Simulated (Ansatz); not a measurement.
Relaxation of a generated cell, BeCo placed in the AFLOW prototype AB_hP2_187_d_a (B_h, as in WC); 2 atoms in the cell, which starts as P-6m2 (No. 187), hP2; a = 2.689 Å, b = 2.689 Å, c = 2.624 Å, α = 90.00°, β = 90.00°, γ = 120.00°. All values below come from PBE (plane waves to 420 eV, PAW, scalar-relativistic; Ansatz, an electronic-structure program). Γ-centred k-mesh 14×14×12 on the run's cell (coarser than for final values), Fermi–Dirac smearing 0.05 eV. This is the first round of the run. Spin-polarised start, with parallel moments on Co.

The optimiser's lines from the output (shortened; P is positive under compression):

```
relax step   1: F+E_penalty+E_count = -5218.43712154 eV  Δ(F+E_penalty+E_count) = +0.000e0 eV  max|allowed force component| = 2.429e-17 eV/Å  Δτ_max = 0.0000 Å  P = +31.232 GPa  Ω = 16.430 Å³  (17 SCF iters, dr2 threshold 1.00e-7 eV, accepted)
relax step   2: F+E_penalty+E_count = -5218.65442559 eV  Δ(F+E_penalty+E_count) = -2.173e-1 eV  max|allowed force component| = 4.048e-17 eV/Å  Δτ_max = 0.0000 Å  P = +17.892 GPa  Ω = 17.137 Å³  (11 SCF iters, dr2 threshold 2.00e-7 eV, accepted)
relax step   3: F+E_penalty+E_count = -5218.78714033 eV  Δ(F+E_penalty+E_count) = -1.327e-1 eV  max|allowed force component| = 1.156e-17 eV/Å  Δτ_max = 0.0000 Å  P = +6.629 GPa  Ω = 17.872 Å³  (15 SCF iters, dr2 threshold 2.00e-7 eV, accepted)
relax step   4: F+E_penalty+E_count = -5218.87314113 eV  Δ(F+E_penalty+E_count) = -8.600e-2 eV  max|allowed force component| = 2.226e-17 eV/Å  Δτ_max = 0.0000 Å  P = +1.485 GPa  Ω = 18.136 Å³  (29 SCF iters, dr2 threshold 2.00e-7 eV, accepted)
relax step   5: F+E_penalty+E_count = -5218.94796286 eV  Δ(F+E_penalty+E_count) = -7.482e-2 eV  max|allowed force component| = 5.551e-17 eV/Å  Δτ_max = 0.0000 Å  P = -1.649 GPa  Ω = 17.957 Å³  (14 SCF iters, dr2 threshold 2.00e-7 eV, accepted)
relax step   6: F+E_penalty+E_count = -5218.96751239 eV  Δ(F+E_penalty+E_count) = -1.955e-2 eV  max|allowed force component| = 2.313e-17 eV/Å  Δτ_max = 0.0000 Å  P = +0.444 GPa  Ω = 17.296 Å³  (11 SCF iters, dr2 threshold 2.00e-7 eV, accepted)
relax step   7: F+E_penalty+E_count = -5218.97343395 eV  Δ(F+E_penalty+E_count) = -5.922e-3 eV  max|allowed force component| = 3.469e-17 eV/Å  Δτ_max = 0.0000 Å  P = +2.186 GPa  Ω = 17.344 Å³  (11 SCF iters, dr2 threshold 2.00e-7 eV, accepted)
relax step   8: F+E_penalty+E_count = -5218.97429081 eV  Δ(F+E_penalty+E_count) = -8.569e-4 eV  max|allowed force component| = 6.476e-17 eV/Å  Δτ_max = 0.0000 Å  P = +0.120 GPa  Ω = 17.484 Å³  (11 SCF iters, dr2 threshold 2.00e-7 eV, accepted)
relax step   9: F+E_penalty+E_count = -5218.97428751 eV  Δ(F+E_penalty+E_count) = +3.298e-6 eV  max|allowed force component| = 1.388e-17 eV/Å  Δτ_max = 0.0000 Å  P = +0.001 GPa  Ω = 17.493 Å³  (9 SCF iters, dr2 threshold 3.82e-8 eV, accepted)
relax step  10: F+E_penalty+E_count = -5219.08364261 eV  Δ(F+E_penalty+E_count) = -1.094e-1 eV  max|allowed force component| = 4.626e-18 eV/Å  Δτ_max = 0.0000 Å  P = +8.365 GPa  Ω = 17.493 Å³  stress off target by 2.22e1 GPa  SCF on the basis re-selected at this cell (its energy is not comparable with the rows above)  (15 SCF iters)
relax step  11: F+E_penalty+E_count = -5219.15357254 eV  Δ(F+E_penalty+E_count) = -6.993e-2 eV  max|allowed force component| = 2.776e-17 eV/Å  Δτ_max = 0.0000 Å  P = +5.141 GPa  Ω = 17.719 Å³  (12 SCF iters, dr2 threshold 2.00e-7 eV, accepted)
relax step  12: F+E_penalty+E_count = -5219.19533930 eV  Δ(F+E_penalty+E_count) = -4.177e-2 eV  max|allowed force component| = 2.776e-17 eV/Å  Δτ_max = 0.0000 Å  P = +1.974 GPa  Ω = 17.960 Å³  (15 SCF iters, dr2 threshold 2.00e-7 eV, accepted)
relax step  13: F+E_penalty+E_count = -5219.19986454 eV  Δ(F+E_penalty+E_count) = -4.525e-3 eV  max|allowed force component| = 4.626e-17 eV/Å  Δτ_max = 0.0000 Å  P = +0.282 GPa  Ω = 18.100 Å³  (12 SCF iters, dr2 threshold 2.00e-7 eV, accepted)
relax step  14: F+E_penalty+E_count = -5219.19990717 eV  Δ(F+E_penalty+E_count) = -4.263e-5 eV  max|allowed force component| = 5.089e-17 eV/Å  Δτ_max = 0.0000 Å  P = -0.577 GPa  Ω = 18.179 Å³  (11 SCF iters, dr2 threshold 2.00e-7 eV, accepted)
relax step  15: F+E_penalty+E_count = -5219.20007464 eV  Δ(F+E_penalty+E_count) = -1.675e-4 eV  max|allowed force component| = 6.014e-17 eV/Å  Δτ_max = 0.0000 Å  P = +0.014 GPa  Ω = 18.125 Å³  (11 SCF iters, dr2 threshold 2.00e-7 eV, accepted)
relax step  16: F+E_penalty+E_count = -5219.20007330 eV  Δ(F+E_penalty+E_count) = +1.340e-6 eV  max|allowed force component| = 3.701e-17 eV/Å  Δτ_max = 0.0000 Å  P = +0.000 GPa  Ω = 18.127 Å³  (8 SCF iters, dr2 threshold 2.58e-9 eV, accepted)
relax step  17: F+E_penalty+E_count = -5219.20504659 eV  Δ(F+E_penalty+E_count) = -4.973e-3 eV  max|allowed force component| = 3.701e-17 eV/Å  Δτ_max = 0.0000 Å  P = +0.532 GPa  Ω = 18.127 Å³  stress off target by 1.48e0 GPa  SCF on the basis re-selected at this cell (its energy is not comparable with the rows above)  (14 SCF iters)
relax step  18: F+E_penalty+E_count = -5219.20543345 eV  Δ(F+E_penalty+E_count) = -3.869e-4 eV  max|allowed force component| = 4.626e-17 eV/Å  Δτ_max = 0.0000 Å  P = +0.065 GPa  Ω = 18.174 Å³  (10 SCF iters, dr2 threshold 2.00e-7 eV, accepted)
relax step  19: F+E_penalty+E_count = -5219.20543687 eV  Δ(F+E_penalty+E_count) = -3.412e-6 eV  max|allowed force component| = 5.551e-17 eV/Å  Δτ_max = 0.0000 Å  P = -0.000 GPa  Ω = 18.181 Å³  (10 SCF iters, dr2 threshold 1.06e-7 eV, accepted)
relax step  20: F+E_penalty+E_count = -5219.20547566 eV  Δ(F+E_penalty+E_count) = -3.879e-5 eV  max|allowed force component| = 7.401e-17 eV/Å  Δτ_max = 0.0000 Å  P = -0.001 GPa  Ω = 18.181 Å³  stress off target by 1.15e-2 GPa  SCF on the basis re-selected at this cell (its energy is not comparable with the rows above)  (11 SCF iters)
```

From the first to the last row the energy changes by -0.38 eV/atom and the volume by +10.7 %. The last row is marked as not comparable with the walk above it, whose basis was carried along; it does compare with step 1, since both stand on a basis selected at the nominal cutoff for their own cell.

Energy and pressure jump between steps 9 and 10 at one geometry, where the plane-wave basis was selected anew. While the cell walks, the set of plane waves is carried along, so its effective cutoff drifts with the strain; re-selecting it at 420 eV moved the energy by -0.055 eV/atom and the pressure by 8.4 GPa. Only step 1 and rows on a re-selected basis compare with each other.

Later rounds, restarted from the end of this one on a renewed k-mesh, logged 10 more steps and released under 0.01 eV/atom more. The final structure after all rounds: P-6m2 (No. 187), hP2; a = 2.437 Å, b = 2.437 Å, c = 3.534 Å, α = 90.00°, β = 90.00°, γ = 120.00°. Between re-selections the logged energies stand on a plane-wave basis carried along with the cell. No spin polarisation in the result: the starting moments vanished. A magnetic state may lie lower.

The run could not lose the symmetry of its start; a randomly shaken copy of 4 atoms returns to this structure.

All atoms sit on sites fixed by symmetry, so only the cell could relax.

The relaxed structure here is a generated cell of BeCo: the first start was made by placing the elements on the sites of a structure type, and the end was not matched to a known phase here, so it may be hypothetical.
